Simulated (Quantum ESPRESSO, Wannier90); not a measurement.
# Wannierisation of SrO (rock salt)

```xyz
2
Lattice="0.0000 2.5838 2.5838 2.5838 0.0000 2.5838 2.5838 2.5838 0.0000" Properties=species:S:1:pos:R:3 pbc="T T T"
Sr     2.5838     2.5838     2.5838
O      0.0000     0.0000     0.0000
```

Structure: Materials Project mp-2472, symmetrised, not relaxed again. COD (Crystallography Open Database) has an entry of this formula and space group (matched by these alone). Method: PBEsol plane waves in Quantum ESPRESSO 7.5 (PseudoDojo norm-conserving files, 68 Ry, no spin polarisation, no spin-orbit coupling), Bloch states on a 10×10×10 mesh through Γ, Wannier90 4.0.1. Density: 10×10×10 mesh, cold smearing 0.01 Ry.

The plane-wave run has 22 bands and 16 electrons a cell. On the energy scale of pw.x, whose zero is arbitrary, the valence-band maximum lies at 7.69 eV.

Isolated groups of bands, relative to the valence-band maximum (bands from 9 on overlap up to the last one computed):

```
bands  from (eV)  to (eV)  filling  weight on atomic waves
-----  ---------  -------  -------  ----------------------
1         -32.23   -32.06   filled              Sr 4s 97 %
2–5       -16.43   -12.72   filled   Sr 4p 74 %, O 2s 23 %
6–8        -2.16     0.00   filled    O 2p 89 %, Sr 5s 4 %
```

Input w.win, without the blocks of cell, atoms and k-points (1000 lines):

```
num_bands = 17
num_wann = 9
exclude_bands = 1-5
num_iter = 800
conv_tol = 1.0e-6
conv_window = 4
dis_num_iter = 1000
dis_conv_tol = 1.0e-6
dis_froz_max = 12.42
dis_win_max = 19.56
write_hr = true
write_u_matrices = true
begin projections
Sr: s;d
O: p
end projections
mp_grid = 10 10 10
```

wannier90.x stops with:
```
dis_windows: Energy window contains fewer states than number of target WFs
```
At some k-point the outer window holds fewer bands than num_wann, so no subspace of that size can be extracted. Mended as below, all else unchanged, the run goes through (Ω_I = 14.1 Å²) and follows the plane-wave bands to 13 meV rms (states up to 4.2 eV relative to the valence-band maximum).
Remove the line dis_win_max = 19.56.
